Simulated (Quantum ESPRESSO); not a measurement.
Empty bands for a GW run on TiCdO3 (space group R-3, No. 148): 201 bands on a 2×2×2 mesh, PBEsol, PseudoDojo standard norm-conserving files, scalar-relativistic, Quantum ESPRESSO. The input, in which only the diagonalization keyword changes:

```
&CONTROL
  calculation = 'nscf'
  pseudo_dir = './pseudo'
  outdir = './out'
/
&SYSTEM
  ibrav = 0
  nat = 10
  ntyp = 3
  ecutwfc = 102.0
  ecutrho = 408.0
  occupations = 'fixed'
  force_symmorphic = .true.
  nbnd = 201
/
&ELECTRONS
  conv_thr = 1e-08
  diago_full_acc = .true.
  diago_thr_init = 1e-08
  diagonalization = 'david'
/
ATOMIC_SPECIES
O 15.9990 O.upf
Ti 47.8670 Ti.upf
Cd 112.4140 Cd.upf
CELL_PARAMETERS angstrom
  2.629944922000   1.518399409000   4.968480000000
 -2.629944922000   1.518399409000   4.968480000000
  0.000000000000  -3.036798817000   4.968480000000
ATOMIC_POSITIONS crystal
O   0.804510000000   0.437700000000   0.035810000000
O   0.195490000000   0.562300000000   0.964190000000
O   0.035810000000   0.804510000000   0.437700000000
O   0.964190000000   0.195490000000   0.562300000000
O   0.437700000000   0.035810000000   0.804510000000
O   0.562300000000   0.964190000000   0.195490000000
Ti   0.849950000000   0.849950000000   0.849950000000
Ti   0.150050000000   0.150050000000   0.150050000000
Cd   0.636817000000   0.636817000000   0.636817000000
Cd   0.363183000000   0.363183000000   0.363183000000
K_POINTS automatic
2 2 2 0 0 0
```

```csv
diagonalization,mean iterations per k point,rough time,largest change of an eigenvalue (eV)
david,35,1,–
cg,53,about 5×,3e-06
paro,21,within a factor of two,4e-08
```

An iteration means different work in each solver, so the counts don't rank them. Times are rough ratios from shared machines.

Spin-orbit coupling is not included.

Geometry of the Materials Project entry, not relaxed at this level.
